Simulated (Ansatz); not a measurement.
## TiB

```
Ti B
1.0
     0.00000    2.10100    2.10100
     2.10100    0.00000    2.10100
     2.10100    2.10100    0.00000
Ti B
1 1
Direct
  0.75000 0.75000 0.75000
  0.00000 0.00000 0.00000
```

Atom numbers follow the list: Ti1, B2.

The cell is a database entry far from equilibrium at this level of theory, probably a faulty or high-pressure entry; it serves as a test geometry alone. It is an old determination, and later ones may differ.

Spin polarisation is left out, and whether a magnetic state lies lower isn't shown here.

Levels of theory: DFT, LDA, all-electron LAPW, scalar-relativistic (Ansatz 0.2.0); DFT, LDA, PAW with Ansatz's default frozen-core files, scalar-relativistic (Ansatz 0.2.0).

For LAPW: a Γ-centred 13×13×13 k mesh, Fermi–Dirac smearing of 0.05 eV, basis error target 0.25 meV/atom, no spin polarisation. PAW takes a cutoff of 420 eV at this cell (files made with PBE, cores remade for this functional). The Ansatz runs share mesh, smearing and spin set-up. Values come from LAPW unless marked.

```json
{
  "Bader charges (from the PAW run)": "Ti1 +0.80, B2 -0.80 e",
  "Band gap": "none: with an odd electron count and no spin polarisation the bands can't all be full, a metal in this set-up (spin order or a larger cell could open a gap)",
  "Volume per atom": "9.27 Å³"
}
```

(1) Density of states at the Fermi level (0.2 eV bin): what does the calculation give?

(2) Give the computed value. Pressure at this cell.

(3) Give the computed value. Löwdin charges (with 0.03 e of the cell spilling out of the atomic basis, so their sizes and signs hang on that basis).

## Answers

(1) 0.93 states/eV per cell.

(2) 105.6 GPa.

(3) Ti1 0.48, B2 -0.45 e.
